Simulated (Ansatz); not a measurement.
RuBrI (Janus 2H monolayer) at its r2SCAN geometry, run in Ansatz 0.2.0 at 3 levels of theory. The cell comes from a prototype generator: it can be a known phase or a hypothetical one. Spin polarisation is off.

The LDA input:
```yaml
crystal:
  lattice:
    - [3.7389871815, 0.0, 0.0]
    - [-1.8694935908, 3.2380578836, 0.0]
    - [0.0, 0.0, 30.9649853632]
  atoms:
    - { symbol: Ru, position: [0.3333333333, 0.6666666667, 0.2846937096] }
    - { symbol: Br, position: [0.6666666667, 0.3333333333, 0.345869879] }
    - { symbol: I, position: [0.6666666667, 0.3333333333, 0.2413890277] }
  periodic: [true, true, false]
kpoints:
  mp_grid: { grid: [12, 12, 1] }
  band_path:
    path:
      - [0.0, 0.0, 0.0]
      - [0.5, 0.0, 0.0]
      - [0.3333333333, 0.3333333333, 0.0]
      - [0.166667, 0.171875, 0.0]
    npoints: 1
hamiltonian:
  xc: lda
scf:
  occupations: { method: fixed }
  n_extra_bands: 4
output:
  forces: true
  stress: true
  eigenvalues: true
```

Main results, then, where recorded, the levels near the gap in eV from the Fermi energy (columns number the bands from 0), one row a point of the path (Γ, M, K, (1/6, 0.172, 0)):
```
Crystal: 3 atoms, lattice volume = 374.895 Å³
Symmetry: 6 space group operations
Space group: P3m1 (ITA 156)
```
```
Basis set: ecut = 420 eV, 7363 PW (Γ)
k-points: 19 of 144 (time reversal used)
SCF 1 converged in 9 iterations: F = -15806.714143 eV  dr2 = 7.30e-9
Free energy (F): -15806.714143 eV
Fermi energy:    -4.850270 eV
--- Forces (eV/Å), atoms counted from 1 ---
  atom   1  Ru      0.00000      0.00000    -0.25026
  atom   2  Br      0.00000      0.00000    -0.46500
  atom   3  I       0.00000      0.00000      0.71452
--- 2D stress c σ (N/m, compression-positive) ---
       -2.984228       0.000000       0.000000
        0.000000      -2.984228       0.000000
        0.000000       0.000000       0.000000
  P = ½ c Tr σ = -2.9842 N/m
```
```tsv
band_17	band_18	band_19	band_20	band_21	band_22
-0.950	-0.311	-0.311	1.147	1.147	2.647
-1.667	-0.630	-0.559	0.561	1.043	3.254
-1.639	-1.160	0.000	0.581	0.940	4.203
-1.691	-0.605	-0.479	0.507	0.988	4.134
```

With LDA the valence top lies at K and the conduction bottom at k = (1/6, 0.172, 0), 0.51 eV higher; the smallest vertical gap, at K, is 0.58 eV.

r2SCAN. Against the first input these blocks differ (the band path and keys that only write files left aside):
```yaml
hamiltonian:
  xc: r2scan
```

```
Basis set: ecut = 500 eV, 9485 PW (Γ)
k-points: 19 of 144 (time reversal used)
SCF 1 converged in 9 iterations: F = -16210.761135 eV  dr2 = 5.49e-9
Free energy (F): -16210.761135 eV
Fermi energy:    -4.945938 eV
--- Forces (eV/Å), atoms counted from 1 ---
  atom   1  Ru      0.00000      0.00000      0.00473
  atom   2  Br      0.00000      0.00000    -0.00191
  atom   3  I       0.00000      0.00000    -0.00278
--- 2D stress c σ (N/m, compression-positive) ---
        0.000269       0.000000       0.000000
        0.000000       0.000269       0.000000
        0.000000       0.000000       0.000000
  P = ½ c Tr σ = 0.0003 N/m
```
```tsv
band_17	band_18	band_19	band_20	band_21	band_22
-0.985	-0.271	-0.271	1.425	1.425	3.370
-1.702	-0.625	-0.586	0.904	1.348	3.858
-1.598	-1.280	0.000	0.848	1.310	4.778
-1.709	-0.543	-0.473	0.810	1.278	4.679
```

With r2SCAN the valence top lies at K and the conduction bottom at K–Γ (0.50 of the way from K), 0.81 eV higher; the smallest vertical gap, at K, is 0.85 eV. The lowest empty level at K lies only 39 meV higher, so the place of the conduction bottom isn't settled. The mean stress is close to zero (0.00 N/m).

Hartree-Fock. Against the first input these blocks differ (the band path and keys that only write files left aside):
```yaml
kpoints:
  mp_grid: { grid: [6, 6, 1] }
hamiltonian:
  xc: hf
```

```
Basis set: ecut = 420 eV, 7363 PW (Γ)
k-points: 7 of 36 (time reversal used)
SCF 1 stopped early in 7 iterations: F = -15985.312320 eV  dr2 = 1.07e-5
SCF 2 stopped early in 8 iterations: F = -16016.691783 eV  dr2 = 6.60e-2
hybrid outer 1: dexx = +5.636e0 eV, tail = 1.99e-1 eV
SCF 3 stopped early in 8 iterations: F = -16016.796575 eV  dr2 = 1.22e-5
hybrid outer 2: dexx = +4.704e-2 eV, tail = 1.71e-3 eV, Δε = 3.92e-1 eV, ΔF = 6.89e-1 eV/Å
SCF 4 converged in 11 iterations: F = -16016.797845 eV  dr2 = 3.18e-11
hybrid outer 3: dexx = +3.500e-4 eV, tail = 2.73e-5 eV, Δε = 1.51e-2 eV, ΔF = 2.25e-2 eV/Å
SCF 5 converged in 9 iterations: F = -16016.797872 eV  dr2 = 7.61e-11
hybrid outer 4: dexx = +2.417e-5 eV, tail = 2.17e-6 eV, Δε = 3.40e-3 eV, ΔF = 3.70e-3 eV/Å
SCF 6 converged in 7 iterations: F = -16016.797871 eV  dr2 = 3.78e-11
hybrid outer 5: dexx = +2.618e-6 eV, tail = 9.34e-8 eV, Δε = 1.03e-3 eV, ΔF = 1.97e-3 eV/Å
SCF 7 converged in 3 iterations: F = -16016.797871 eV  dr2 = 2.36e-10
hybrid outer 6: dexx = +4.404e-9 eV, tail = 2.69e-9 eV, Δε = 5.01e-5 eV, ΔF = 6.73e-5 eV/Å
Free energy (F): -16016.797871 eV
Fermi energy:    -8.971200 eV
--- Forces (eV/Å), atoms counted from 1 ---
  atom   1  Ru      0.00000      0.00000      3.01158
  atom   2  Br      0.00000      0.00000      0.42097
  atom   3  I       0.00000      0.00000    -3.43266
--- 2D stress c σ (N/m, compression-positive) ---
        8.924168       0.000000       0.000000
        0.000000       8.924168       0.000000
        0.000000       0.000000       0.000000
  P = ½ c Tr σ = 8.9242 N/m
```
```tsv
band_17	band_18	band_19	band_20	band_21	band_22
-1.699	0.000	0.000	7.920	8.827	9.958
-2.655	-1.552	-1.322	9.550	10.420	10.823
-3.258	-2.633	-1.043	8.967	10.747	11.683
-1.833	-1.296	-1.064	9.030	9.338	9.878
```

With Hartree-Fock the gap is 7.92 eV and direct, at Γ. With the atoms held, the mean in-plane stress is +8.9 N/m (compression positive). (The program warns that its thresholds are loose for a hybrid's stress.)

The hybrids run on coarser meshes, which limits their stresses and small splittings of levels.

Totals of different functionals can't be compared.

Spin-orbit coupling is left out, which matters wherever the heavy atoms make up the band edges.

For some runs the program warns that the potential is rough where the density is thin, which bears on empty states near the vacuum.
